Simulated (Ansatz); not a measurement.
Relaxation of a generated trial cell of TiFe in the AFLOW prototype AB_hP2_187_d_a (B_h, as in WC); 2 atoms in the cell, which starts as P-6m2 (No. 187), hP2; a = 3.1081 Å, b = 3.1081 Å, c = 3.0334 Å, α = 90.00°, β = 90.00°, γ = 120.00°. Computed with PBE (plane waves to 420 eV, PAW, scalar-relativistic; Ansatz, a program for electronic structure). Γ-centred k-mesh 12×12×11 on the run's cell (coarser than for final values), Fermi–Dirac smearing 0.05 eV. This is the first round of the run. Spin-polarised start, with parallel moments on Fe.

The optimiser's lines from the output (shortened; P is positive under compression):

```
relax step   1: F+E_penalty+E_count = -6979.61744350 eV  Δ(F+E_penalty+E_count) = +0.000e0 eV  max|allowed force component| = 2.591e-16 eV/Å  Δτ_max = 0.0000 Å  P = +22.111 GPa  Ω = 25.378 Å³  (17 SCF iters, dr2 threshold 1.00e-7 eV, accepted)
relax step   2: F+E_penalty+E_count = -6979.79749192 eV  Δ(F+E_penalty+E_count) = -1.800e-1 eV  max|allowed force component| = 1.850e-16 eV/Å  Δτ_max = 0.0000 Å  P = +8.159 GPa  Ω = 27.433 Å³  (18 SCF iters, dr2 threshold 2.00e-7 eV, accepted)
relax step   3: F+E_penalty+E_count = -6979.87086296 eV  Δ(F+E_penalty+E_count) = -7.337e-2 eV  max|allowed force component| = 2.220e-16 eV/Å  Δτ_max = 0.0000 Å  P = +0.710 GPa  Ω = 28.829 Å³  (12 SCF iters, dr2 threshold 2.00e-7 eV, accepted)
relax step   4: F+E_penalty+E_count = -6979.90905356 eV  Δ(F+E_penalty+E_count) = -3.819e-2 eV  max|allowed force component| = 4.071e-16 eV/Å  Δτ_max = 0.0000 Å  P = -2.050 GPa  Ω = 29.108 Å³  (9 SCF iters, dr2 threshold 2.00e-7 eV, accepted)
relax step   5: F+E_penalty+E_count = -6979.93963449 eV  Δ(F+E_penalty+E_count) = -3.058e-2 eV  max|allowed force component| = 1.110e-16 eV/Å  Δτ_max = 0.0000 Å  P = -2.974 GPa  Ω = 28.586 Å³  (9 SCF iters, dr2 threshold 2.00e-7 eV, accepted)
relax step   6: F+E_penalty+E_count = -6979.94511554 eV  Δ(F+E_penalty+E_count) = -5.481e-3 eV  max|allowed force component| = 7.401e-17 eV/Å  Δτ_max = 0.0000 Å  P = -1.770 GPa  Ω = 27.270 Å³  (10 SCF iters, dr2 threshold 2.00e-7 eV, accepted)
relax step   7: F+E_penalty+E_count = -6979.95590173 eV  Δ(F+E_penalty+E_count) = -1.079e-2 eV  max|allowed force component| = 2.220e-16 eV/Å  Δτ_max = 0.0000 Å  P = -0.168 GPa  Ω = 27.639 Å³  (12 SCF iters, dr2 threshold 2.00e-7 eV, accepted)
relax step   8: F+E_penalty+E_count = -6979.95764059 eV  Δ(F+E_penalty+E_count) = -1.739e-3 eV  max|allowed force component| = 4.071e-16 eV/Å  Δτ_max = 0.0000 Å  P = +0.109 GPa  Ω = 27.443 Å³  (10 SCF iters, dr2 threshold 2.00e-7 eV, accepted)
relax step   9: F+E_penalty+E_count = -6979.95767159 eV  Δ(F+E_penalty+E_count) = -3.100e-5 eV  max|allowed force component| = 1.480e-16 eV/Å  Δτ_max = 0.0000 Å  P = -0.046 GPa  Ω = 27.445 Å³  (9 SCF iters, dr2 threshold 2.00e-7 eV, accepted)
relax step  10: F+E_penalty+E_count = -6979.95767527 eV  Δ(F+E_penalty+E_count) = -3.680e-6 eV  max|allowed force component| = 3.701e-17 eV/Å  Δτ_max = 0.0000 Å  P = -0.001 GPa  Ω = 27.441 Å³  (10 SCF iters, dr2 threshold 1.99e-8 eV, accepted)
relax step  11: F+E_penalty+E_count = -6980.00268670 eV  Δ(F+E_penalty+E_count) = -4.501e-2 eV  max|allowed force component| = 1.110e-16 eV/Å  Δτ_max = 0.0000 Å  P = +2.521 GPa  Ω = 27.441 Å³  stress off target by 6.64e0 GPa  SCF on the basis re-selected at this cell (its energy is not comparable with the rows above)  (14 SCF iters)
relax step  12: F+E_penalty+E_count = -6980.02125019 eV  Δ(F+E_penalty+E_count) = -1.856e-2 eV  max|allowed force component| = 2.220e-16 eV/Å  Δτ_max = 0.0000 Å  P = +1.159 GPa  Ω = 27.473 Å³  (12 SCF iters, dr2 threshold 2.00e-7 eV, accepted)
relax step  13: F+E_penalty+E_count = -6980.02571310 eV  Δ(F+E_penalty+E_count) = -4.463e-3 eV  max|allowed force component| = 1.850e-16 eV/Å  Δτ_max = 0.0000 Å  P = +0.236 GPa  Ω = 27.478 Å³  (11 SCF iters, dr2 threshold 2.00e-7 eV, accepted)
relax step  14: F+E_penalty+E_count = -6980.02579442 eV  Δ(F+E_penalty+E_count) = -8.132e-5 eV  max|allowed force component| = 2.591e-16 eV/Å  Δτ_max = 0.0000 Å  P = -0.102 GPa  Ω = 27.574 Å³  (9 SCF iters, dr2 threshold 2.00e-7 eV, accepted)
relax step  15: F+E_penalty+E_count = -6980.02581310 eV  Δ(F+E_penalty+E_count) = -1.867e-5 eV  max|allowed force component| = 7.401e-17 eV/Å  Δτ_max = 0.0000 Å  P = -0.002 GPa  Ω = 27.548 Å³  (8 SCF iters, dr2 threshold 3.74e-8 eV, accepted)
relax step  16: F+E_penalty+E_count = -6980.02610232 eV  Δ(F+E_penalty+E_count) = -2.892e-4 eV  max|allowed force component| = 2.220e-16 eV/Å  Δτ_max = 0.0000 Å  P = +0.039 GPa  Ω = 27.548 Å³  stress off target by 9.98e-2 GPa  SCF on the basis re-selected at this cell (its energy is not comparable with the rows above)  (21 SCF iters)
relax step  17: F+E_penalty+E_count = -6980.02610513 eV  Δ(F+E_penalty+E_count) = -2.816e-6 eV  max|allowed force component| = 1.110e-16 eV/Å  Δτ_max = 0.0000 Å  P = +0.002 GPa  Ω = 27.552 Å³  (10 SCF iters, dr2 threshold 2.49e-8 eV, accepted)
relax step  18: F+E_penalty+E_count = -6980.02610686 eV  Δ(F+E_penalty+E_count) = -1.731e-6 eV  max|allowed force component| = 1.110e-16 eV/Å  Δτ_max = 0.0000 Å  P = +0.002 GPa  Ω = 27.552 Å³  stress off target by 4.91e-3 GPa  SCF on the basis re-selected at this cell (its energy is not comparable with the rows above)  (9 SCF iters)
```

From the first to the last row the energy changes by -0.20 eV/atom and the volume by +8.6 %. The last row is marked as not comparable with the walk above it, whose basis was carried along; it does compare with step 1, since both stand on a basis selected at the nominal cutoff for their own cell.

Energy and pressure jump between steps 10 and 11 at one geometry, where the plane-wave basis was selected anew. While the cell walks, the set of plane waves is carried along, so its effective cutoff drifts with the strain; re-selecting it at 420 eV moved the energy by -0.023 eV/atom and the pressure by 2.5 GPa. Only step 1 and rows on a re-selected basis compare with each other.

Later rounds, restarted from the end of this one on a renewed k-mesh, logged 10 more steps and released under 0.01 eV/atom more. The final structure after all rounds: P-6m2 (No. 187), hP2; a = 2.9105 Å, b = 2.9105 Å, c = 3.7572 Å, α = 90.00°, β = 90.00°, γ = 120.00°. Between re-selections the logged energies stand on a plane-wave basis carried along with the cell. Spin state reached: ferrimagnetic (net 0.37 μB/atom), from parallel starting moments; other spin orders were not run from this start.

The run could not lose the symmetry of its start: the end is stationary, and may be a saddle point rather than a minimum.

All atoms sit on sites fixed by symmetry, so only the cell could relax.

The relaxed structure here is a generated cell of TiFe: the first start was made by placing the elements on the sites of a structure type, and the end was not matched to a known phase here, so it may be hypothetical. Known forms of TiFe include space group No. 221.
